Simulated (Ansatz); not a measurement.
**Profile along the Si–C line in SiC (wurtzite)**

SiC (wurtzite)

Space group P6₃mc (No. 186); a = 3.075 Å, b = 3.075 Å, c = 5.048 Å, α = 90.00°, β = 90.00°, γ = 120.00°

```
atom  site  symmetry       x       y       z
----  ----  --------  ------  ------  ------
Si      2b       3m.  0.6667  0.3333  0.0005
C       2b       3m.  0.3333  0.6667  0.1247
```

Fields along a shortest Si–C line of a (1 -1 0 0) plane (1.90 Å), from Si to C, interpolated on the slice's grid (step about 0.2 Å). Method: r2SCAN (plane waves to 500 eV, PAW, scalar-relativistic; Ansatz, an electronic-structure program). k mesh 12×12×7. Near the nuclei the fields are pseudised (PAW); where an atom keeps semicore shells as valence, they peak there. SiC was relaxed with its symmetry unable to fall.

```json
[
 {"distance from Si (Å)": "0.00", "valence electron density (e/Å³)": "0.04", "electron localisation function": "x", "density of the highest valence band (e/Å³)": "0.003", "density of the lowest conduction band (e/Å³)": "0.027"},
 {"distance from Si (Å)": "0.10", "valence electron density (e/Å³)": "0.05", "electron localisation function": "x", "density of the highest valence band (e/Å³)": "0.003", "density of the lowest conduction band (e/Å³)": "0.027"},
 {"distance from Si (Å)": "0.19", "valence electron density (e/Å³)": "0.08", "electron localisation function": "x", "density of the highest valence band (e/Å³)": "0.006", "density of the lowest conduction band (e/Å³)": "0.029"},
 {"distance from Si (Å)": "0.29", "valence electron density (e/Å³)": "0.13", "electron localisation function": "x", "density of the highest valence band (e/Å³)": "0.013", "density of the lowest conduction band (e/Å³)": "0.032"},
 {"distance from Si (Å)": "0.38", "valence electron density (e/Å³)": "0.22", "electron localisation function": "x", "density of the highest valence band (e/Å³)": "0.026", "density of the lowest conduction band (e/Å³)": "0.036"},
 {"distance from Si (Å)": "0.47", "valence electron density (e/Å³)": "0.33", "electron localisation function": "0.46", "density of the highest valence band (e/Å³)": "0.046", "density of the lowest conduction band (e/Å³)": "0.040"},
 {"distance from Si (Å)": "0.57", "valence electron density (e/Å³)": "0.46", "electron localisation function": "0.67", "density of the highest valence band (e/Å³)": "0.069", "density of the lowest conduction band (e/Å³)": "0.043"},
 {"distance from Si (Å)": "0.67", "valence electron density (e/Å³)": "0.59", "electron localisation function": "0.83", "density of the highest valence band (e/Å³)": "0.093", "density of the lowest conduction band (e/Å³)": "0.045"},
 {"distance from Si (Å)": "0.76", "valence electron density (e/Å³)": "0.70", "electron localisation function": "0.91", "density of the highest valence band (e/Å³)": "0.114", "density of the lowest conduction band (e/Å³)": "0.045"},
 {"distance from Si (Å)": "0.85", "valence electron density (e/Å³)": "0.79", "electron localisation function": "0.93", "density of the highest valence band (e/Å³)": "0.132", "density of the lowest conduction band (e/Å³)": "0.043"},
 {"distance from Si (Å)": "0.95", "valence electron density (e/Å³)": "0.88", "electron localisation function": "0.93", "density of the highest valence band (e/Å³)": "0.150", "density of the lowest conduction band (e/Å³)": "0.043"},
 {"distance from Si (Å)": "1.04", "valence electron density (e/Å³)": "0.99", "electron localisation function": "0.93", "density of the highest valence band (e/Å³)": "0.169", "density of the lowest conduction band (e/Å³)": "0.044"},
 {"distance from Si (Å)": "1.14", "valence electron density (e/Å³)": "1.13", "electron localisation function": "0.91", "density of the highest valence band (e/Å³)": "0.193", "density of the lowest conduction band (e/Å³)": "0.049"},
 {"distance from Si (Å)": "1.23", "valence electron density (e/Å³)": "1.29", "electron localisation function": "0.89", "density of the highest valence band (e/Å³)": "0.221", "density of the lowest conduction band (e/Å³)": "0.057"},
 {"distance from Si (Å)": "1.33", "valence electron density (e/Å³)": "1.48", "electron localisation function": "0.84", "density of the highest valence band (e/Å³)": "0.247", "density of the lowest conduction band (e/Å³)": "0.067"},
 {"distance from Si (Å)": "1.42", "valence electron density (e/Å³)": "1.65", "electron localisation function": "0.72", "density of the highest valence band (e/Å³)": "0.256", "density of the lowest conduction band (e/Å³)": "0.077"},
 {"distance from Si (Å)": "1.52", "valence electron density (e/Å³)": "1.77", "electron localisation function": "x", "density of the highest valence band (e/Å³)": "0.237", "density of the lowest conduction band (e/Å³)": "0.082"},
 {"distance from Si (Å)": "1.61", "valence electron density (e/Å³)": "1.81", "electron localisation function": "x", "density of the highest valence band (e/Å³)": "0.183", "density of the lowest conduction band (e/Å³)": "0.082"},
 {"distance from Si (Å)": "1.71", "valence electron density (e/Å³)": "1.78", "electron localisation function": "x", "density of the highest valence band (e/Å³)": "0.104", "density of the lowest conduction band (e/Å³)": "0.077"},
 {"distance from Si (Å)": "1.80", "valence electron density (e/Å³)": "1.73", "electron localisation function": "x", "density of the highest valence band (e/Å³)": "0.033", "density of the lowest conduction band (e/Å³)": "0.073"},
 {"distance from Si (Å)": "1.90", "valence electron density (e/Å³)": "1.72", "electron localisation function": "x", "density of the highest valence band (e/Å³)": "0.025", "density of the lowest conduction band (e/Å³)": "0.073"}
]
```

x: too close to a nucleus for the ELF to mean much. Band densities are of whole bands, smooth part only.

Density on the Si–C line (1.90 Å) at its midpoint: 0.88 e/Å³. ELF at that point: 0.9. ELF maximum in the middle third of the Si–C line: 0.93, 0.9 Å from Si.
